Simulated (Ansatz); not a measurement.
An Ansatz (a quantum-chemistry and plane-wave program) run. Input:

Ansatz 0.2 input:
```yaml
crystal:
  lattice:
    - [0.0, 2.9597009753, 2.9597009753]
    - [2.9597009753, 0.0, 2.9597009753]
    - [2.9597009753, 2.9597009753, 0.0]
  atoms:
    - { symbol: Ga, position: [0.75, 0.75, 0.75] }
    - { symbol: Ga, position: [0.25, 0.25, 0.25] }
    - { symbol: Pt, position: [0.0, 0.0, 0.0] }
kpoints:
  mp_grid: { grid: [12, 12, 12] }
hamiltonian:
  xc: pbesol
  pseudopotentials: { kind: paw }
scf:
  occupations: { method: fermi_dirac, width: 0.1 }
phonons:
  method: dfpt
  response_accuracy: low
  eigenvectors: true
  rigid_motions: translations
```

Output (shortened):

```
Pseudopotential: Ga, paw, valence charge 13
Pseudopotential: Pt, paw, valence charge 18
Functional definition: PBEsol
Crystal: 3 atoms, lattice volume = 51.853 Å³
Basis set: ecut = 420 eV, 965 PW (Γ), exchange–correlation on 60×60×60 points (8 copies of the dense FFT grid, shifted against one another)
Bands: 27, of which v1, the nominal top of the filled ones, is band 22 counted from 1 (21 counted from 0)
Symmetry: 48 space group operations
k-points: 163 of 1728 (irreducible under 8 space group operations, time reversal used)
SCF iter   1: F=—  HF=-19871.977722 eV  |F-HF|=—  |Δ(HF+E_count)|=         —  Δρ=3.55e-3  dr2=5.63e-3  ethr=1.77e-3  ⟨swp⟩=5.4  Hψ=16987  notcnv=0
preconditioner: auto → LDOS
SCF iter   2: F=—  HF=-19871.979740 eV  |F-HF|=—  |Δ(HF+E_count)|=   2.02e-3  Δρ=3.43e-3  dr2=3.74e-3  ethr=1.28e-5  ⟨swp⟩=2.1  Hψ=9400  notcnv=0  defer=2
SCF iter   3: F=—  HF=-19871.976630 eV  |F-HF|=—  |Δ(HF+E_count)|=   3.11e-3  Δρ=6.60e-4  dr2=1.76e-4  ethr=8.49e-6  ⟨swp⟩=2.0  Hψ=7330  notcnv=0  defer=2
SCF iter   4: F=—  HF=-19871.976496 eV  |F-HF|=—  |Δ(HF+E_count)|=   1.34e-4  Δρ=1.12e-4  dr2=6.94e-6  ethr=3.99e-7  ⟨swp⟩=2.0  Hψ=7360  notcnv=0  defer=2
SCF iter   5: F=—  HF=-19871.976492 eV  |F-HF|=—  |Δ(HF+E_count)|=   4.00e-6  Δρ=1.87e-5  dr2=1.20e-7  ethr=1.58e-8  ⟨swp⟩=2.0  Hψ=5730  notcnv=0  defer=2
SCF iter   6: F=—  HF=-19871.976491 eV  |F-HF|=—  |Δ(HF+E_count)|=   1.48e-6  Δρ=1.12e-6  dr2=4.23e-10  ethr=2.73e-10  ⟨swp⟩=2.0  Hψ=6535  notcnv=0  defer=2
SCF iter   7: F=-19871.976491 eV  HF=-19871.976491 eV  |F-HF|=1.09e-11  |Δ(HF+E_count)|=  6.18e-11  Δρ=9.44e-8  dr2=1.89e-12  ethr=1.00e-12  ⟨swp⟩=4.7  Hψ=24361  notcnv=0
SCF 1 converged in 7 iterations: F = -19871.976491 eV  dr2 = 1.89e-12
DFPT response loops at Γ: preconditioner auto → Kerker (q_TF=auto, 2.655 Å⁻¹) (partly filled bands, converged f_vac=0.036) …
SCF converged after 7 iterations
Free energy (F): -19871.976491 eV
Harris-Foulkes:  -19871.976491 eV  (|F-HF|=1.09e-11)
Internal energy: -19871.938709 eV  (E = F + TS)
E sigma→0 (E₀):  -19871.957600 eV
Entropy (-TS):   -0.037781 eV (-12.594 meV/atom)
Fermi energy:    13.599647 eV
--- Per-component energies (eV) ---
  E_band       = -283.121440
  E_kinetic    = 872.562058
  E_local      = -5592.149146  (includes V_loc(G=0)·N_el)
  E_nonlocal   = 1054.241881
  E_hartree    = 2459.756174
  E_xc         = -398.847953
  E_vxc        = -420.624831  (∫ρ·V_xc dr)
  E_paw        = -13216.819937  (= ΣΔE_a)
  E_vpaw       = -1116.663698  (= ΣTr[D̂ρ^β])
  E_aug_tail   = 0.000011  (compensation charges beyond the density's cutoff)
  E_ewald      = -5052.694734
  E_core_change = 2.012937  (= ΣΔE_core)
  E_smearing   = -0.037781  (= −TS)
  E_closure    = 0.000000  (closes the sum)
  Σ components = -19871.976491   (vs F -19871.976491, Δ=0.00e0)
  [band-id]    e_kinetic+e_local+e_nonlocal+2·e_hartree+e_vxc+e_vpaw+e_augmentation_tail = -283.121379   (vs E_band -283.121440, Δ=6.11e-5)
--- Band table (eV; the first three rows and the last of 163) ---
  k-point 0: bands = ["-85.1785", "-39.3875", "-39.3875", "-39.3875", "-1.4010", "-1.4010", "-1.2962", "-1.2962", "-1.2962", "-1.1254", "-1.1254", "-1.1254", "-0.9873", "-0.9873", "2.4726", "8.5680", "8.5680", "8.5680", "10.2926", "10.2926", "13.7129", …
  k-point 1: bands = ["-85.1785", "-39.3877", "-39.3875", "-39.3875", "-1.3938", "-1.3938", "-1.2984", "-1.2934", "-1.2934", "-1.1281", "-1.1281", "-1.1253", "-0.9947", "-0.9947", "2.5709", "8.4312", "8.6094", "8.6094", "10.2721", "10.2721", "13.8619", …
  k-point 2: bands = ["-85.1785", "-39.3882", "-39.3876", "-39.3876", "-1.3730", "-1.3730", "-1.3016", "-1.2850", "-1.2850", "-1.1360", "-1.1360", "-1.1277", "-1.0162", "-1.0162", "2.8615", "8.0886", "8.7205", "8.7205", "10.2276", "10.2276", "13.9053", …
  k-point 162: bands = ["-85.1785", "-39.3893", "-39.3893", "-39.3885", "-1.3052", "-1.3041", "-1.3041", "-1.2621", "-1.2012", "-1.2012", "-1.1838", "-1.1368", "-1.0968", "-1.0968", "6.7486", "6.7486", "8.2224", "8.5919", "10.0853", "10.5748", "10.7523", …
--- Phonons (Γ-DFPT): 2 representative perturbations + reference, on 163 of 1728 k-points (Σ response iterations 6) ---
  ASR residual: 1.559e-4 → 0.000e0 eV/Å²; symmetrization residual: 1.442e-4 eV/Å²
  ASR residual per site (eV/Å²): 1.56e-4 1.56e-4 9.17e-5
  Γ frequencies (cm⁻¹): 0.00 0.00 0.00 166.48 166.48 166.48 171.02 171.02 171.02
  non-analytic LO–TO correction: not included (Born effective charges unavailable; polar crystals: no LO–TO splitting at Γ)
```

Cost: roughly 60 core-seconds on shared cores.

Space group Fm-3m (fluorite or antifluorite type). The first step of the workflow began from a Materials Project structure, measured or hypothetical; the Crystallography Open Database files this formula in space group No. 225, but the cells were not matched. Whether it is the stable phase at ambient conditions was not checked. Symmetry was held in the PBEsol relaxation; of distortions, only those at the zone centre were tested. No spin polarisation was allowed. As this level gives no gap, phonon frequencies hold no LO–TO term and depend on the k-mesh and smearing (Fermi–Dirac, 0.1 eV here). Spin–orbit coupling is left out wherever it is not named.

Potentials: the later of the program's two PAW sets.

Ansatz is a plane-wave DFT program.
